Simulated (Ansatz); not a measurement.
BeCo (CsCl type, Pm-3m) under volume change, PBEsol in the plane-wave PAW code Ansatz, scaled uniformly.

| V (Å³/atom) | E − E(relaxed) (meV/atom) | P (GPa) |
|---|---|---|
| 7.688 | 53.6 | 24.46 |
| 7.942 | 22.5 | 15.02 |
| 8.195 | 5.3 | 6.93 |
| 8.449 | 0.0 | 0.00 |
| 8.702 | 4.8 | -5.95 |
| 8.956 | 18.4 | -11.05 |
| 9.209 | 39.4 | -15.42 |

What does a third-order Birch–Murnaghan fit give for V₀, B₀ and B′?

V₀ = 8.45 Å³/atom, B₀ = 214 GPa, B′ = 4.1.

The workflow started from a Materials Project entry (that database holds measured and hypothetical structures alike); the Crystallography Open Database files this formula in space group No. 221, but the cells were not matched. Its standing as an ambient phase is unchecked. The PBEsol relaxation kept the symmetry of its start; whether a distortion lowers the energy is not shown. Spin order of the final state: ferromagnetic, the only order run, not a proven ground state. The cell computed holds one magnetic atom, so no antiferromagnetic order was within reach.

Potentials: the later of the program's two PAW sets.
